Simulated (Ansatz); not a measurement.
Relaxation of a relaxed Ni cell, doubled along one cell vector, shaken by Gaussian noise of σ = 0.08 Å a coordinate; 2 atoms in the cell, which starts as P-1 (No. 2), aP2; a = 2.386 Å, b = 2.386 Å, c = 3.897 Å, α = 90.00°, β = 90.00°, γ = 109.47°. Calculation: PBEsol (plane waves to 420 eV, PAW, scalar-relativistic; Ansatz, a program for electronic structure). Γ-centred k-mesh 16×8×16 on the run's cell (coarser than for final values), Fermi–Dirac smearing 0.05 eV. This is the first round of the run. Spin-polarised start, with parallel moments on Ni.

The optimiser's lines from the output (shortened; P is positive under compression):

```
relax step   1: F+E_penalty+E_count = -11609.74512246 eV  Δ(F+E_penalty+E_count) = +0.000e0 eV  max|allowed force component| = 2.078e-1 eV/Å  Δτ_max = 0.0000 Å  P = +0.234 GPa  Ω = 20.923 Å³  (12 SCF iters, dr2 threshold 1.00e-7 eV, accepted)
relax step   2: F+E_penalty+E_count = -11609.74853259 eV  Δ(F+E_penalty+E_count) = -3.410e-3 eV  max|allowed force component| = 1.503e-1 eV/Å  Δτ_max = 0.0076 Å  P = +0.125 GPa  Ω = 20.926 Å³  (6 SCF iters, dr2 threshold 2.00e-7 eV, accepted)
relax step   3: F+E_penalty+E_count = -11609.75371518 eV  Δ(F+E_penalty+E_count) = -5.183e-3 eV  max|allowed force component| = 5.946e-2 eV/Å  Δτ_max = 0.0266 Å  P = +0.256 GPa  Ω = 20.908 Å³  (7 SCF iters, dr2 threshold 2.00e-7 eV, accepted)
relax step   4: F+E_penalty+E_count = -11609.82055356 eV  Δ(F+E_penalty+E_count) = -6.684e-2 eV  max|allowed force component| = 2.636e-1 eV/Å  Δτ_max = 0.1486 Å  P = +0.274 GPa  Ω = 20.890 Å³  (10 SCF iters, dr2 threshold 2.00e-7 eV, accepted)
relax step   5: F+E_penalty+E_count = -11609.89783249 eV  Δ(F+E_penalty+E_count) = -7.728e-2 eV  max|allowed force component| = 1.157e-1 eV/Å  Δτ_max = 0.1039 Å  P = +0.120 GPa  Ω = 20.795 Å³  (10 SCF iters, dr2 threshold 2.00e-7 eV, accepted)
relax step   6: F+E_penalty+E_count = -11609.90555509 eV  Δ(F+E_penalty+E_count) = -7.723e-3 eV  max|allowed force component| = 1.879e-3 eV/Å  Δτ_max = 0.0364 Å  P = -0.201 GPa  Ω = 20.802 Å³  (8 SCF iters, dr2 threshold 2.00e-7 eV, accepted)
relax step   7: F+E_penalty+E_count = -11609.90562544 eV  Δ(F+E_penalty+E_count) = -7.035e-5 eV  max|allowed force component| = 5.810e-5 eV/Å  Δτ_max = 0.0008 Å  P = +0.046 GPa  Ω = 20.779 Å³  (7 SCF iters, dr2 threshold 2.00e-7 eV, accepted)
relax step   8: F+E_penalty+E_count = -11609.90562778 eV  Δ(F+E_penalty+E_count) = -2.339e-6 eV  max|allowed force component| = 2.354e-5 eV/Å  Δτ_max = 0.0000 Å  P = -0.009 GPa  Ω = 20.784 Å³  (6 SCF iters, dr2 threshold 5.11e-8 eV, accepted)
relax step   9: F+E_penalty+E_count = -11609.90729356 eV  Δ(F+E_penalty+E_count) = -1.666e-3 eV  max|allowed force component| = 1.486e-5 eV/Å  Δτ_max = 0.0000 Å  P = +0.280 GPa  Ω = 20.784 Å³  stress off target by 6.72e-1 GPa  SCF on the basis re-selected at this cell (its energy is not comparable with the rows above)  (11 SCF iters)
relax step  10: F+E_penalty+E_count = -11609.90738297 eV  Δ(F+E_penalty+E_count) = -8.941e-5 eV  max|allowed force component| = 9.706e-4 eV/Å  Δτ_max = 0.0016 Å  P = +0.014 GPa  Ω = 20.808 Å³  (6 SCF iters, dr2 threshold 2.00e-7 eV, accepted)
relax step  11: F+E_penalty+E_count = -11609.90738694 eV  Δ(F+E_penalty+E_count) = -3.967e-6 eV  max|allowed force component| = 3.867e-4 eV/Å  Δτ_max = 0.0000 Å  P = +0.007 GPa  Ω = 20.809 Å³  (4 SCF iters, dr2 threshold 2.88e-8 eV, accepted)
relax step  12: F+E_penalty+E_count = -11609.90739488 eV  Δ(F+E_penalty+E_count) = -7.940e-6 eV  max|allowed force component| = 3.917e-4 eV/Å  Δτ_max = 0.0000 Å  P = +0.007 GPa  Ω = 20.809 Å³  stress off target by 1.72e-2 GPa  SCF on the basis re-selected at this cell (its energy is not comparable with the rows above)  (8 SCF iters)
```

From the first to the last row the energy changes by -0.08 eV/atom and the volume by -0.5 %. The last row is marked as not comparable with the walk above it, whose basis was carried along; it does compare with step 1, since both stand on a basis selected at the nominal cutoff for their own cell.

Later rounds, restarted from the end of this one on a renewed k-mesh, logged 5 more steps and released under 0.01 eV/atom more. The final structure after all rounds: P6₃/mmc (No. 194), hP2, hcp (Mg type); a = b = 2.447 Å, c = 4.017 Å, α = β = 90.00°, γ = 120.00°. Between re-selections the logged energies stand on a plane-wave basis carried along with the cell. Spin state reached: ferromagnetic (net 0.63 μB/atom), from parallel starting moments; other spin orders were not run from this start.

The run could not lose the symmetry of its start: the end is stationary, and may be a saddle point rather than a minimum.

The relaxed structure here is a generated cell of Ni: the first start was made by placing the elements on the sites of a structure type, and the end was not matched to a known phase here, so it may be hypothetical. Known forms of Ni include space group No. 225.
